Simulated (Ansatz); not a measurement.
Ta (bcc (W type), space group No. 229), a = b = c = 3.3190 Å, α = β = γ = 90.00°; the cell used has 1 atom.

Relaxed with PBE.

Q: Which orbitals make up the states near the Fermi level in plane-wave PAW PBE (Ansatz code)?

A: Within 0.5 eV of the Fermi level: Ta 5d 85 %, Ta 6s 8 %, outside the projected shells 6 %. Projections are on Löwdin-orthogonalised atomic valence shells; empty p or d shells of many metals are not among them.

Q: Tabulate the density of states.

A: States/eV per cell of 1 atom, in 0.25 eV bins, energy from the Fermi level.

```csv
E (eV),total,Ta 5d,Ta 6s,Ta 5p
-7.85,0.00,0.00,0.00,0.00
-7.60,0.03,0.00,0.03,0.00
-7.35,0.04,0.00,0.04,0.00
-7.10,0.06,0.00,0.05,0.00
-6.85,0.07,0.00,0.06,0.00
-6.60,0.08,0.00,0.07,0.00
-6.35,0.09,0.00,0.08,0.00
-6.10,0.11,0.01,0.09,0.00
-5.85,0.12,0.01,0.10,0.00
-5.60,0.14,0.01,0.12,0.00
-5.35,0.16,0.02,0.13,0.01
-5.10,0.19,0.03,0.14,0.01
-4.85,0.22,0.05,0.16,0.01
-4.60,0.27,0.09,0.18,0.01
-4.35,0.45,0.22,0.21,0.01
-4.10,0.64,0.38,0.23,0.01
-3.85,0.64,0.40,0.21,0.01
-3.60,0.71,0.49,0.19,0.01
-3.35,0.80,0.61,0.17,0.01
-3.10,0.91,0.74,0.15,0.01
-2.85,1.18,1.01,0.14,0.02
-2.60,0.89,0.78,0.09,0.01
-2.35,0.56,0.51,0.04,0.01
-2.10,0.39,0.37,0.02,0.01
-1.85,0.35,0.33,0.01,0.01
-1.60,0.92,0.89,0.01,0.01
-1.35,2.34,2.26,0.01,0.03
-1.10,1.52,1.45,0.03,0.02
-0.85,1.39,1.29,0.05,0.02
-0.60,1.41,1.26,0.07,0.02
-0.35,1.87,1.60,0.16,0.03
-0.10,1.60,1.35,0.14,0.02
0.15,1.12,0.96,0.08,0.01
0.40,0.90,0.77,0.05,0.01
0.65,0.62,0.51,0.04,0.00
0.90,0.33,0.24,0.02,0.00
1.15,0.31,0.24,0.01,0.00
1.40,0.29,0.25,0.01,0.00
1.65,0.32,0.31,0.01,0.00
1.90,0.54,0.50,0.02,0.00
2.15,0.67,0.63,0.02,0.00
2.40,0.73,0.69,0.02,0.00
2.65,0.78,0.74,0.02,0.00
2.90,0.85,0.81,0.02,0.00
3.15,1.00,0.96,0.02,0.00
3.40,1.10,1.05,0.02,0.00
3.65,1.09,1.05,0.02,0.00
3.90,1.22,1.17,0.02,0.00
4.15,1.11,1.08,0.01,0.00
4.40,1.15,1.11,0.02,0.00
4.65,2.08,1.95,0.10,0.00
```

Space group Im-3m (bcc (W type)). The cell was relaxed with PBE under the symmetry of its start. No spin polarisation was allowed. Spin–orbit coupling is left out wherever it is not named.

Potentials: the later of the program's two PAW sets.
